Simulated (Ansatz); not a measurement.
W:
```yaml
crystal:
  lattice:
    - [0.00000, 2.91509, 2.91509]
    - [2.91509, 0.00000, 2.91509]
    - [2.91509, 2.91509, 0.00000]
  atoms:
    - { symbol: W, position: [0.00000, 0.00000, 0.00000] }
    - { symbol: W, position: [0.25000, 0.25000, 0.25000] }
```

Relaxed with PBE. Special points in fractions of this cell's reciprocal vectors: Γ (0.000, 0.000, 0.000); X (0.500, 0.000, 0.500); U (0.625, 0.250, 0.625); K (0.375, 0.375, 0.750); L (0.500, 0.500, 0.500); W (0.500, 0.250, 0.750).

List the band energies nearest the Fermi level at these points for the program Ansatz at the PBE with spin–orbit coupling level (PAW).

In eV from the Fermi level; about four levels below and three above (degenerate sets whole), none deeper than 8.9 eV; points with the same levels are listed once.

```json
[
 {"k": "Γ", "below": "-1.06 -1.06 -1.06 -1.06", "above": "1.38 1.38 1.66 1.66 1.66 1.66"},
 {"k": "X", "below": "-1.13 -1.13 -1.13 -1.13", "above": "1.14 1.14 1.14 1.14"},
 {"k": "U", "below": "-1.52 -1.52 -1.19 -1.19", "above": "0.37 0.37 0.62 0.62"},
 {"k": "L", "below": "-1.20 -1.20 -0.44 -0.44", "above": "2.64 2.64 2.76 2.76"},
 {"k": "W", "below": "-1.70 -1.70 -1.66 -1.66", "above": "0.00 0.00 0.15 0.15"}
]
```

Space group Fd-3m (diamond). The start of the workflow was typed in or built on a structure type; neither database checked (COD, Materials Project) lists it. It is not the phase usual at ambient conditions (space group No. 229). The cell was relaxed with PBE under the symmetry of its start; whether a distortion lowers the energy is not shown. No spin polarisation was allowed.

Potentials: the later of the program's two PAW sets.
